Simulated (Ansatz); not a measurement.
The following input was run with Ansatz 0.2.0.

```yaml
crystal:
  lattice:
    - [11.3, 0.0, 0.0]
    - [0.0, 11.6, 0.0]
    - [0.0, 0.0, 11.5]
  atoms:
    - { symbol: H, position: [0.6029704913, 0.5202456134, 0.4107616208] }
    - { symbol: H, position: [0.5863448564, 0.3953218264, 0.5100715354] }
    - { symbol: H, position: [0.3970295087, 0.4806863882, 0.5892383792] }
    - { symbol: H, position: [0.4114052943, 0.6046781736, 0.4882491519] }
    - { symbol: C, position: [0.5645006541, 0.4849311239, 0.4902301323] }
    - { symbol: C, position: [0.4543688954, 0.5343880995, 0.5353173026] }
    - { symbol: O, position: [0.5665245369, 0.562825383, 0.5882112183] }
basis:
  ecutwfc: 420
kpoints:
  mp_grid: { grid: [1, 1, 1] }
hamiltonian:
  xc: pbe
  dispersion: d3bj
scf:
  occupations: { method: gaussian, width: 0.01 }
output:
  forces: true
  eigenvalues: true
relax:
  adjacent_minimum: "off"
  f_tol: 0.01
  max_steps: 60
```

Run as
```bash
ansatz run input.yaml --threads 4 --pin off --max-ram 9216MiB --backend cpu --events-out ev --progress --plain --runs-dir out
```

Computed with DFT PBE+D3(BJ), scalar-relativistic, plane waves, PAW (Ansatz).

Part of what the program printed, abridged:

```
Pseudopotentials: kind: paw
Pseudopotential: H, paw, valence charge 1, recommended cutoff 420 eV (normal)
Pseudopotential: C, paw, valence charge 4, recommended cutoff 420 eV (normal)
Pseudopotential: O, paw, valence charge 6, recommended cutoff 420 eV (normal)
Functional definition: PBE
Crystal: 7 atoms, lattice volume = 1507.420 Å³
Basis set: ecut = 420 eV, 29409 PW (Γ), exchange–correlation on 160×160×160 points (8 copies of the dense FFT grid, shifted against one another)
Bands: 16, of which v1, the nominal top of the filled ones, is band 9 counted from 1 (8 counted from 0)
Symmetry: 1 space group operations
Space group: P1 (ITA 1), of the structure as read, at distance tolerance 1.1e-4 Å
k-points: 1
Initial density: superposition of atomic densities (neutral atoms: chi_scale 0, normalization atom), corrected by the library's trained network
Initial wavefunctions: pseudopotential atomic-orbital guess
Functional: x = pbe(κ = 0.804, μ = 0.21951497), c = pbe(β = 0.06672455)
SCF iter   1: F=—  HF=-1131.586475 eV  |F-HF|=—  |Δ(HF+E_count)|=         —  Δρ=2.10e-3  dr2=1.06e-1  ethr=1.77e-3  ⟨swp⟩=11.0  Hψ=148  notcnv=0
SCF iter   2: F=—  HF=-1131.577094 eV  |F-HF|=—  |Δ(HF+E_count)|=   9.38e-3  Δρ=2.01e-3  dr2=4.09e-2  ethr=5.88e-4  ⟨swp⟩=4.0  Hψ=43  notcnv=0  defer=3
SCF iter   3: F=—  HF=-1131.571889 eV  |F-HF|=—  |Δ(HF+E_count)|=   5.21e-3  Δρ=5.16e-4  dr2=4.66e-3  ethr=2.27e-4  ⟨swp⟩=2.0  Hψ=26  notcnv=0  defer=3
SCF iter   4: F=—  HF=-1131.574341 eV  |F-HF|=—  |Δ(HF+E_count)|=   2.45e-3  Δρ=1.75e-4  dr2=3.55e-4  ethr=2.59e-5  ⟨swp⟩=4.0  Hψ=37  notcnv=0  defer=3
SCF iter   5: F=—  HF=-1131.575247 eV  |F-HF|=—  |Δ(HF+E_count)|=   9.06e-4  Δρ=3.78e-5  dr2=1.87e-5  ethr=1.97e-6  ⟨swp⟩=4.0  Hψ=32  notcnv=0  defer=3
SCF iter   6: F=-1131.575321 eV  HF=-1131.575319 eV  |F-HF|=2.48e-6  |Δ(HF+E_count)|=   7.19e-5  Δρ=9.14e-6  dr2=6.24e-7  ethr=1.39e-8  ⟨swp⟩=17.0  Hψ=126  notcnv=0
SCF iter   7: F=-1131.575321 eV  HF=-1131.575321 eV  |F-HF|=2.32e-8  |Δ(HF+E_count)|=   2.56e-6  Δρ=1.51e-6  dr2=2.34e-8  ethr=3.47e-9  ⟨swp⟩=10.0  Hψ=104  notcnv=0
SCF 1 converged in 7 iterations: F = -1131.575321 eV  dr2 = 2.34e-8
relax step   1: F+E_penalty+E_count = -1131.57532149 eV  Δ(F+E_penalty+E_count) = +0.000e0 eV  max|allowed force component| = 2.563e-1 eV/Å  Δτ_max = 0.0000 Å  (7 SCF iters, dr2 threshold 2.50e-6 eV, accepted)
Initial density: handed on by an earlier stage of this run
Initial wavefunctions: those handed on with the density
SCF iter   1: F=—  HF=-1131.577689 eV  |F-HF|=—  |Δ(HF+E_count)|=         —  Δρ=3.46e-4  dr2=6.94e-4  ethr=3.44e-6  ⟨swp⟩=3.0  Hψ=69  notcnv=0  defer=3
SCF iter   2: F=—  HF=-1131.577565 eV  |F-HF|=—  |Δ(HF+E_count)|=   1.24e-4  Δρ=1.61e-4  dr2=1.93e-4  ethr=3.44e-6  ⟨swp⟩=2.0  Hψ=26  notcnv=0  defer=3
SCF iter   3: F=—  HF=-1131.577562 eV  |F-HF|=—  |Δ(HF+E_count)|=   3.06e-6  Δρ=9.47e-5  dr2=7.93e-5  ethr=1.07e-6  ⟨swp⟩=2.0  Hψ=24  notcnv=0  defer=3
SCF iter   4: F=-1131.577552 eV  HF=-1131.577551 eV  |F-HF|=6.53e-7  |Δ(HF+E_count)|=   1.05e-5  Δρ=1.46e-5  dr2=1.14e-6  ethr=2.28e-8  ⟨swp⟩=11.0  Hψ=112  notcnv=0
SCF iter   5: F=-1131.577552 eV  HF=-1131.577552 eV  |F-HF|=4.56e-9  |Δ(HF+E_count)|=   7.70e-7  Δρ=2.96e-6  dr2=9.75e-8  ethr=6.32e-9  ⟨swp⟩=8.0  Hψ=87  notcnv=0
SCF 2 converged in 5 iterations: F = -1131.577552 eV  dr2 = 9.75e-8
relax step   2: F+E_penalty+E_count = -1131.57755210 eV  Δ(F+E_penalty+E_count) = -2.231e-3 eV  max|allowed force component| = 1.581e-1 eV/Å  Δτ_max = 0.0092 Å  (5 SCF iters, dr2 threshold 4.11e-6 eV, accepted)
SCF iter   1: F=—  HF=-1131.578793 eV  |F-HF|=—  |Δ(HF+E_count)|=         —  Δρ=2.66e-4  dr2=4.53e-4  ethr=1.72e-5  ⟨swp⟩=4.0  Hψ=50  notcnv=0  defer=3
SCF iter   2: F=—  HF=-1131.578635 eV  |F-HF|=—  |Δ(HF+E_count)|=   1.58e-4  Δρ=1.09e-4  dr2=9.03e-5  ethr=2.52e-6  ⟨swp⟩=3.0  Hψ=38  notcnv=0  defer=3
SCF iter   3: F=—  HF=-1131.578633 eV  |F-HF|=—  |Δ(HF+E_count)|=   1.62e-6  Δρ=6.54e-5  dr2=3.70e-5  ethr=5.02e-7  ⟨swp⟩=3.0  Hψ=27  notcnv=0  defer=3
SCF iter   4: F=-1131.578629 eV  HF=-1131.578628 eV  |F-HF|=2.18e-7  |Δ(HF+E_count)|=   4.88e-6  Δρ=1.27e-5  dr2=1.01e-6  ethr=8.68e-9  ⟨swp⟩=11.0  Hψ=114  notcnv=0
SCF iter   5: F=-1131.578629 eV  HF=-1131.578629 eV  |F-HF|=7.18e-8  |Δ(HF+E_count)|=   4.35e-7  Δρ=3.52e-6  dr2=7.71e-8  ethr=5.60e-9  ⟨swp⟩=6.0  Hψ=90  notcnv=0
SCF 3 converged in 5 iterations: F = -1131.578629 eV  dr2 = 7.71e-8
relax step   3: F+E_penalty+E_count = -1131.57862894 eV  Δ(F+E_penalty+E_count) = -1.077e-3 eV  max|allowed force component| = 9.347e-3 eV/Å  Δτ_max = 0.0054 Å  (5 SCF iters, dr2 threshold 1.56e-6 eV, accepted)
SCF iter   1: F=—  HF=-1131.578664 eV  |F-HF|=—  |Δ(HF+E_count)|=         —  Δρ=3.52e-6  dr2=7.74e-8  ethr=4.30e-10  ⟨swp⟩=1.0  Hψ=56  notcnv=0
SCF iter   2: F=-1131.578629 eV  HF=-1131.578629 eV  |F-HF|=2.66e-8  |Δ(HF+E_count)|=   3.55e-5  Δρ=1.77e-6  dr2=1.54e-8  ethr=4.30e-10  ⟨swp⟩=8.0  Hψ=78  notcnv=0
SCF 4 converged in 2 iterations: F = -1131.578629 eV  dr2 = 1.54e-8
relax step   4: F+E_penalty+E_count = -1131.57862895 eV  Δ(F+E_penalty+E_count) = -1.158e-8 eV  max|allowed force component| = 9.130e-3 eV/Å  Δτ_max = 0.0000 Å  (2 SCF iters, accepted)
SCF converged after 2 iterations
Free energy (F): -1131.578629 eV
Harris-Foulkes:  -1131.578629 eV  (|F-HF|=2.66e-8)
Internal energy: -1131.578629 eV  (E = F + TS)
E sigma→0 (E₀):  -1131.578629 eV
Fermi energy:    -3.199726 eV
--- Per-component energies (eV) ---
  E_band       = -229.277246
  E_kinetic    = 410.971719
  E_local      = -2898.681781  (includes V_loc(G=0)·N_el)
  E_nonlocal   = 108.747991
  E_hartree    = 1229.547343
  E_xc         = -204.665419
  E_vxc        = -257.771482  (∫ρ·V_xc dr)
  E_paw        = -358.576694  (= ΣΔE_a)
  E_vpaw       = -51.634697  (= ΣTr[D̂ρ^β])
  E_aug_tail   = -0.003093  (compensation charges beyond the density's cutoff)
  E_ewald      = 581.162581
  E_disp       = -0.081275  (pairwise vdW)
  E_smearing   =  0.000000  (= −TS)
--- Forces (eV/Å), atoms counted from 1 ---
  atom   1  H      0.00009020    -0.00275656     0.00492635
  atom   2  H      0.00317905    -0.00249459    -0.00175880
  atom   3  H      0.00285090     0.00382302    -0.00159898
  atom   4  H     -0.00256093     0.00290972     0.00091766
  atom   5  C      0.00090775    -0.00359285    -0.00911118
  atom   6  C     -0.00912522    -0.00470139    -0.00014948
  atom   7  O      0.00468985     0.00684849     0.00680096
--- Band table (eV) ---
  k-point 0: bands = ["-26.7210", "-16.4632", "-15.3704", "-12.3278", "-11.6533", "-9.5038", "-9.0587", "-7.4852", "-6.0552", "-0.3442", "0.3038", "0.4415", "0.5237", "0.8264", "0.9667", "1.0435"]
--- Relaxed structure (4 steps of the walk, 4 accepted, 0 SCFs on fresh bases) ---
  F+E_penalty+E_count = -1131.57862895 eV   max|allowed force component| = 9.130e-3 eV/Å
  atoms:
    - { symbol: H, position: [0.60287318, 0.51978089, 0.41013249] }
    - { symbol: H, position: [0.58727399, 0.39566146, 0.51035702] }
    - { symbol: H, position: [0.39600903, 0.48086442, 0.58901312] }
    - { symbol: H, position: [0.41165071, 0.60497870, 0.48882700] }
    - { symbol: C, position: [0.56478109, 0.48515523, 0.49028026] }
    - { symbol: C, position: [0.45440902, 0.53432622, 0.53569122] }
    - { symbol: O, position: [0.56614718, 0.56230966, 0.58777820] }
```

The relaxation met its thresholds.

The run took 6.1 s on 4 threads of Arm Neoverse V1, on a shared host, peak memory 0.79 GiB.